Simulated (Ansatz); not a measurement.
CdSe (zinc blende)

```xyz
4
Lattice="0.0000 6.1963 6.1963 3.0981 0.0000 3.0981 3.0981 3.0981 0.0000" Properties=species:S:1:pos:R:3 pbc="T T T"
Se     4.6472     4.6472     4.6472
Se     4.6472     7.7453     7.7453
Cd     0.0000     0.0000     0.0000
Cd     0.0000     3.0981     3.0981
```

Two-dimensional scan of atom 2 (Se, nearest neighbour Cd at 2.683 Å; its periodic images, 4.4 Å or more away, move with it): u runs along (0.707, 0.707, 0.000), v along (0.000, 0.000, 1.000) (Cartesian). Cell and other atoms are fixed.

Calculation: PBE (plane waves to 420 eV, PAW, scalar-relativistic; Ansatz, a quantum-chemistry and plane-wave program). k mesh 4×8×8 (Γ-centred), Fermi-Dirac smearing 0.05 eV. Points where atoms come too close for the PAW data are left out (x in tables, blank in figures). Fu and Fv are the components of the force on the atom. CdSe was relaxed with its symmetry unable to fall.

Changes of Fv (eV/Å) from the point u = 0.000 Å, v = 0.000 Å when one coordinate moves alone (two changes are said to add if the coupling is within 5 % of the smaller one, nearly so within 20 %):

```csv
point,change
"u = 0.000 Å, v = -0.890 Å",3.153
"u = 0.000 Å, v = -0.445 Å",2.150
"u = -0.890 Å, v = 0.000 Å",-8.873
"u = -0.445 Å, v = 0.000 Å",-1.677
"u = 0.445 Å, v = 0.000 Å",-1.677
"u = 0.890 Å, v = 0.000 Å",-8.873
"u = 0.000 Å, v = 0.445 Å",-2.041
"u = 0.000 Å, v = 0.890 Å",-3.049
```

### Question
Do the two effects add at u = 0.445 Å, v = 0.445 Å? Give the computed change.

### Answer
The sum of the single changes is -1.677 + (-2.041) = -3.718; the calculation gives -5.803, so the coupling contributes -2.085 (over 20 % of the smaller single change, not additive).

### Question
What is the change at u = -0.890 Å, v = -0.445 Å, where both move, and how far is it from the sum?

### Answer
The sum of the single changes is -8.873 + (2.150) = -6.723; the calculation gives -1.110, so the coupling contributes 5.613 (over 20 % of the smaller single change, not additive).

### Question
What is the change at u = 0.445 Å, v = -0.890 Å, where both move, and how far is it from the sum?

### Answer
The sum of the single changes is -1.677 + (3.153) = 1.476; the calculation gives 2.613, so the coupling contributes 1.137 (over 20 % of the smaller single change, not additive).

(A displaced cell: forces are minus the slopes of the energy, force constants its curvatures, and phonons follow from these.)
